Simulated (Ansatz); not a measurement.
A geometry of Ni away from equilibrium: step 2 of the relaxation of a relaxed Ni cell, doubled along one cell vector, shaken by Gaussian noise of σ = 0.08 Å a coordinate. All values below come from PBE (plane waves to 420 eV, PAW, scalar-relativistic; Ansatz, a program for electronic structure). Γ-centred k-mesh 7×14×14 on the run's cell (coarser than for final values), Fermi–Dirac smearing 0.05 eV.

```xyz
2
Lattice="4.6512 0.0046 -0.0016 0.0023 2.3295 0.0002 -0.0008 0.0002 2.3291" Properties=species:S:1:pos:R:3 pbc="T T T"
Ni    -0.0179     0.0245    -0.1185
Ni     2.2871    -0.1232    -0.0659
```
Spin-polarised start, with parallel moments on Ni.

**Question.** Give the Cartesian forces on all atoms (eV/Å).

**Answer.** 
| atom | Fx | Fy | Fz |
|---|---|---|---|
| Ni1 | -0.14 | 0.18 | -0.06 |
| Ni2 | 0.14 | -0.18 | 0.06 |

**Question.** What is the pressure?

**Answer.** -0.2 GPa, compression positive.

**Question.** How far above the relaxed end point is this geometry?

**Answer.** 0.70 eV/atom; the path ends in Fm-3m (No. 225) (fcc (Cu type)).

Spin state reached: ferromagnetic (net 0.63 μB/atom), from parallel starting moments; other spin orders were not run from this start.

The run could not lose the symmetry of its start.

Of the parent cell (Pm-3m (No. 221)): it is a generated cell of Ni: the first start was made by placing the elements on the sites of a structure type, and the end was not matched to a known phase here, so it may be hypothetical. Known forms of Ni include space group No. 225.
